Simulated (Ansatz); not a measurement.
The start is a relaxed Ni cell, doubled along one cell vector, shaken by Gaussian noise of σ = 0.08 Å a coordinate. Cell shape, volume and atoms are optimised at zero target pressure with PBEsol (plane waves to 420 eV, PAW, scalar-relativistic; Ansatz, a program for electronic structure). The first steps use a coarse 15×15×4 k-mesh.

Starting cell:
```
CELL_PARAMETERS angstrom
      2.44680     0.00000     0.00000
     -1.22340     2.11899     0.00000
      0.00000     0.00000     8.03476
ATOMIC_POSITIONS crystal
  Ni 0.61668 0.31384 0.37242
  Ni 0.67470 0.35006 0.88314
  Ni 0.36937 0.75055 0.12233
  Ni 0.38747 0.70374 0.61813
```
Spin-polarised start, with parallel moments on Ni.

```yaml
energy_released: 0.03 eV/atom
Shortest distances (start → end): "The closest pairs of elements (up to four, under 3.6 Å), start → end: Ni–Ni 2.30 → 2.45 Å"
band_gap_at_the_end: no gap (metallic)
moments_at_the_end: net 0.63 μB/atom, ferromagnetic
optimiser_moves: 6
```

It ends as:

```cif
data_Ni2
_chemical_formula_sum 'Ni2'
_space_group_name_H-M_alt 'P63/mmc'
_space_group_IT_number 194
_space_group_name_Hall '-P 6c 2c'
_cell_length_a 2.44680
_cell_length_b 2.44680
_cell_length_c 4.01740
_cell_angle_alpha 90.000
_cell_angle_beta 90.000
_cell_angle_gamma 120.000
loop_
_atom_site_label
_atom_site_type_symbol
_atom_site_symmetry_multiplicity
_atom_site_Wyckoff_symbol
_atom_site_fract_x
_atom_site_fract_y
_atom_site_fract_z
_atom_site_occupancy
Ni1 Ni 2 d 0.66667 0.33333 0.25000 1
```

Final values are on a 22×22×12 k-mesh of the relaxed cell. Spin state reached: ferromagnetic (net 0.63 μB/atom), from parallel starting moments; other spin orders were not run from this start.

The relaxed structure here is a generated cell of Ni: the first start was made by a random draw of sites in a space group, and the end was not matched to a known phase here, so it may be hypothetical. Known forms of Ni include space group No. 225.
